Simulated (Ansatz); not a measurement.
Ansatz (a first-principles code) input:

Ansatz 0.2 input:
```yaml
crystal:
  lattice:
    - [-3.0055917034, 3.0055917034, 3.0055917034]
    - [3.0055917034, -3.0055917034, 3.0055917034]
    - [3.0055917034, 3.0055917034, -3.0055917034]
  atoms:
    - { symbol: Cs, position: [0.0, 0.0, 0.0] }
kpoints:
  mp_grid: { grid: [20, 20, 20] }
hamiltonian:
  xc: pbesol
  pseudopotentials: { kind: paw }
scf:
  occupations: { method: fermi_dirac, width: 0.1 }
elastic: { mode: relaxed_ion, stencil: two_point, amplitude: 0.005, f_tol: 0.0005 }
```

Output (shortened):

```
Pseudopotentials: kind: paw
Pseudopotential: Cs, paw, valence charge 9
Functional definition: PBEsol
Crystal: 1 atoms, lattice volume = 108.605 Å³
Basis set: ecut = 420 eV, 2123 PW (Γ), exchange–correlation on 72×72×72 points (8 copies of the dense FFT grid, shifted against one another)
Bands: 9, of which v1, the nominal top of the filled ones, is band 5 counted from 1 (4 counted from 0)
Symmetry: 48 space group operations
Space group: Im-3m (ITA 229), of the structure as read, at distance tolerance 4.8e-5 Å
k-points: 256 of 8000
PAW frozen core: Cs, regenerated for the run's functional, and the local potential with it
Initial wavefunctions: pseudopotential atomic-orbital guess
Eigensolver: davidson
Functional: x = pbesol(κ = 0.804, μ = 0.12345679012345678), c = pbesol(β = 0.046)
all-band conjugate gradients solve this SCF's bands
SCF 1 converged in 10 iterations: F = -5585.815166 eV  dr2 = 1.08e-15
density extrapolation: transplant  |δρ|_rms = 1.584e-3 e/Å³  SAD shift = 1.187e-3 e/Å³
Crystal: 1 atoms, lattice volume = 108.062 Å³
Basis set: ecut = 420 eV, 2121 PW (Γ), exchange–correlation on 72×72×72 points (8 copies of the dense FFT grid, shifted against one another)
Symmetry: 16 space group operations
k-points: 641 of 8000
Initial density: handed on by an earlier stage of this run
Initial wavefunctions: those handed on with the density
SCF 2 converged in 8 iterations: F = -5585.815157 eV  dr2 = 5.76e-14
density extrapolation: first-order (α = -2.000)  |δρ|_rms = 1.584e-3 e/Å³  SAD shift = 1.178e-3 e/Å³
Crystal: 1 atoms, lattice volume = 109.148 Å³
SCF 3 converged in 5 iterations: F = -5585.815137 eV  dr2 = 5.77e-14
density extrapolation: transplant  |δρ|_rms = 1.584e-3 e/Å³  SAD shift = 6.776e-4 e/Å³
Crystal: 1 atoms, lattice volume = 108.604 Å³
Symmetry: 8 space group operations
k-points: 1166 of 8000
SCF 4 converged in 6 iterations: F = -5585.815153 eV  dr2 = 6.05e-14
density extrapolation: first-order (α = -2.000)  |δρ|_rms = 1.584e-3 e/Å³  SAD shift = 6.776e-4 e/Å³
Crystal: 1 atoms, lattice volume = 108.604 Å³
SCF 5 converged in 5 iterations: F = -5585.815153 eV  dr2 = 5.91e-14
SCF converged after 10 iterations
Free energy (F): -5585.815166 eV
Harris-Foulkes:  -5585.815166 eV  (|F-HF|=9.09e-13)
Internal energy: -5585.774560 eV  (E = F + TS)
E sigma→0 (E₀):  -5585.794863 eV
Entropy (-TS):   -0.040607 eV (-40.607 meV/atom)
Fermi energy:    2.385710 eV
--- Per-component energies (eV) ---
  E_band       = -90.209389
  E_kinetic    = 140.986156
  E_local      = -384.135281  (includes V_loc(G=0)·N_el)
  E_nonlocal   = 31.294931
  E_hartree    = 133.889016
  E_xc         = -171.307327
  E_vxc        = -124.283018  (∫ρ·V_xc dr)
  E_paw        = -4983.579513  (= ΣΔE_a)
  E_vpaw       = -21.850208  (= ΣTr[D̂ρ^β])
  E_aug_tail   = -0.000001  (compensation charges beyond the density's cutoff)
  E_ewald      = -353.066701
  E_core_change = 0.144160  (= ΣΔE_core)
  E_smearing   = -0.040607  (= −TS)
  E_closure    = 0.000000  (closes the sum)
  Σ components = -5585.815166   (vs F -5585.815166, Δ=0.00e0)
--- Forces (eV/Å), atoms counted from 1 ---
  atom   1  Cs     0.00000000     0.00000000     0.00000000
  max |Σ_I F_I| component: 0.0 eV/Å
--- Stress (GPa, compression-positive) ---
       -0.003043       0.000000       0.000000
        0.000000      -0.003043       0.000000
        0.000000       0.000000      -0.003043
  P = ⅓ Tr σ = -0.0030 GPa (-0.030 kbar)
  The stress holds the Pulay correction. Without it, at fixed plane waves, as pw.x and ABINIT print it: P = -0.0033 GPa
  The stress includes an estimate of the error left by incomplete SCF convergence (largest component 0.0000 GPa).
--- Band table (eV; the first three rows and the last of 256) ---
  k-point 0: bands = ["-21.4227", "-8.1284", "-8.1284", "-8.1284", "0.6515", "4.9275", "4.9275", "4.9275", "5.8429"]
  k-point 1: bands = ["-21.4224", "-8.1328", "-8.1298", "-8.1285", "0.6811", "4.8931", "4.9034", "4.9568", "5.7754"]
  k-point 2: bands = ["-21.4218", "-8.1452", "-8.1338", "-8.1285", "0.7688", "4.8002", "4.8121", "5.0444", "5.6557"]
  k-point 255: bands = ["-21.4070", "-8.2474", "-8.2474", "-8.2474", "3.0037", "3.0037", "5.5228", "5.5228", "5.5228"]
  band table: 9 of 9 bands, residual norms ≤ 1.0e-3 eV
--- Elastic constants: 2 strain directions × 2 members + reference (group order 48) ---
  dense FFT box of the reference and of every strained cell: 36×36×36
  strains applied: 11, 23; error gains: componentwise 1.00 (the most a stress slope's error grows in a printed constant), spectral 1.73 (1 for all six strains …
  C = ∂σ_k/∂η_j (tension-positive GPa; Voigt order 11 22 33 23 13 12):
         2.306      1.901      1.901      0.000      0.000      0.000
         1.901      2.306      1.901      0.000      0.000      0.000
         1.901      1.901      2.306      0.000      0.000      0.000
         0.000      0.000      0.000      1.626      0.000      0.000
         0.000      0.000      0.000      0.000      1.626      0.000
         0.000      0.000      0.000      0.000      0.000      1.626
  reference stress σ⁰ (GPa):      0.003      0.003      0.003      0.000      0.000      0.000
  moduli (Voigt/Reuss/Hill, GPa): K = 2.04/2.04/2.04   G = 1.06/0.43/0.74   E = 1.98   ν = 0.338
  mechanically stable: yes (min eigenvalue of sym C = 0.41 GPa)
  strain η (Voigt 11):  stress-route row diagonal C_11 = 2.31 GPa, energy-path curvature d²(F+E_count+ΔE)/dδ²/Ω₀ = 2.31 GPa
         δ    σ_11 (GPa)             F (eV)   n_scf  n_hpsi   n_pw
    -5.000e-3      -0.0087       -5585.8151569       8  135590   2132   relax 0 steps, max|allowed force component| 0.00e0 eV/Å
     5.000e-3       0.0144       -5585.8151366       5  108279   2166   relax 0 steps, max|allowed force component| 0.00e0 eV/Å
  strain η (Voigt 23):  stress-route row diagonal C_44 = 1.63 GPa, energy-path curvature d²(F+E_count+ΔE)/dδ²/Ω₀ = 1.62 GPa
         δ    σ_23 (GPa)             F (eV)   n_scf  n_hpsi   n_pw
    -5.000e-3      -0.0081       -5585.8151526       6  219965   2145   relax 0 steps, max|allowed force component| 0.00e0 eV/Å
     5.000e-3       0.0081       -5585.8151526       5  194766   2145   relax 0 steps, max|allowed force component| 0.00e0 eV/Å
```

Cost: very roughly 3 core-minutes on shared cores.

The cell was relaxed with PBEsol under the symmetry of its start. As this level gives no gap, shear constants depend on the k-mesh and smearing (Fermi–Dirac, 0.1 eV here). Scalar-relativistic: spin–orbit coupling is off unless named, which matters more the heavier the elements.

Potentials: the later of the program's two PAW sets.

Ansatz is a plane-wave DFT program.
